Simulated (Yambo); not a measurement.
WO3 (ReO3 type, space group Pm-3m, No. 221) under isotropic strain of +1 % on all lattice vectors; a = b = c = 3.8329 Å, α = β = γ = 90.00°. With the G0W0 scissor the direct gap on the mesh is 2.53 eV.

**Question.** Can the lowest exciton of this BSE run be trusted, and with what binding energy? (Yambo, PBEsol bands; 8×8×8 mesh, 6 valence and 3 conduction bands, static screening with 36 bands and a 4 Ry block, scissor 0.92 eV, Tamm-Dancoff.)

**Answer.** The mesh holds a bound state, but the numbers are provisional. These are vertical excitations (zero momentum); the indirect quasiparticle gap, about 1.38 eV, is smaller than the direct one (2.53 eV on the GW mesh). The lowest state lies at 2.36 eV (dark for light along x, 3 states within 2 meV), the direct quasiparticle gap on this mesh at 2.53 eV. Its binding energy, counted from that gap, is 0.17 eV; it spreads over about 8.1 k points of the mesh. Convergence with the mesh was not shown. The first optically allowed state is at 2.37 eV. The scissor comes from a G0W0 run whose convergence isn't established. Spin-orbit coupling is left out, which matters for elements this heavy: edges can move by tenths of an eV. The cell is held in this high symmetry; tilts and polar distortions were not searched.

Geometry strained from the cell relaxed with PBEsol, atoms relaxed again.

The structure is a Materials Project entry; no match was found in the copy of COD used, and its stability was not checked.
